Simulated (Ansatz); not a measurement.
LaTeCl in space group P4/nmm (No. 129; La on 2c, Te on 2c, Cl on 2a) at seven volumes, LDA in the plane-wave PAW code Ansatz, shape and atoms relaxed at each. One row is withheld.

```csv
V (Å³/atom),P (GPa)
24.283,7.77
25.084,4.80
25.884,2.21
26.685,0.00
27.485,-1.88
28.286,?
29.087,-4.83
```

Fit the shown pressures and predict the withheld one.

P = (3/2)B₀(x^(7/2) − x^(5/2))[1 + (3/4)(B′ − 4)(x − 1)] with x = (V₀/V)^(2/3). Least squares on the six rows gives V₀ = 26.689 Å³/atom, B₀ = 67.5 GPa, B′ = 4.23. At V = 28.286, x = 0.9620 and P = -3.47 GPa. The run itself gave -3.47 GPa.

The workflow started from a Materials Project entry (that database holds measured and hypothetical structures alike); the Crystallography Open Database copy checked does not list it. Its standing as an ambient phase is unchecked. The LDA relaxation kept the symmetry of its start; of distortions, only those at the zone centre were tested. Spin–orbit coupling is left out wherever it is not named.

Potentials: the later of the program's two PAW sets.
